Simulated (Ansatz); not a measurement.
## What DFT gives for Zr₂TiO₃

```
Zr Ti O
1.0
     2.76251    4.78480    0.00000
    -2.76251    4.78480    0.00000
     0.00000    0.00000    3.71519
Zr Ti O
2 1 3
Direct
  0.33330 0.33340 0.50000
  0.66660 0.66670 0.50000
  0.00000 0.00000 0.00000
  0.50000 0.50000 0.00000
  0.50000 0.00000 0.00000
  0.00000 0.50000 0.00000
```

The numbers come from plane-wave PAW DFT (Ansatz): r2SCAN, no spin polarisation, 500 eV, 7×7×9 Γ-centred k points, fermi-dirac occupations (width 0.1 eV). Nothing was relaxed.

**Formation energy.** -1.89 eV an atom against the elements' usual phases (free molecules for gases, crystals otherwise, with no correction for O₂ or N₂), so it is bound against them; other compounds may still compete. Relaxing would lower it.
**Contacts.** Zr–O at 2.45 Å: least valence density 0.29 e/Å³ and ELF 0.10 there. Ti–O at 2.76 Å: least valence density 0.11 e/Å³ and ELF 0.05 there. O–O at 2.76 Å: least valence density 0.13 e/Å³ and ELF 0.05 there. These are pseudo-fields; inside the PAW spheres they differ from the all-electron ones.
**Charges.** Bader charges in e: Zr +1.62, Ti +1.07, O -1.44. In the mean Zr gives up most and O takes most.
**At the Fermi level.** It is a metal, with about 2.9 states/eV a cell as the mean within 0.25 eV of the Fermi level, mostly Ti d (55 %) and Zr d (32 %).

Origin: a known structure type with other elements, at an estimated volume, so it need not be a known compound. Caveats: many states at the Fermi level without spin polarisation, so a magnetic state may lie lower; correlation that this level lacks may open a gap in such a compound; atoms or cell far from equilibrium.
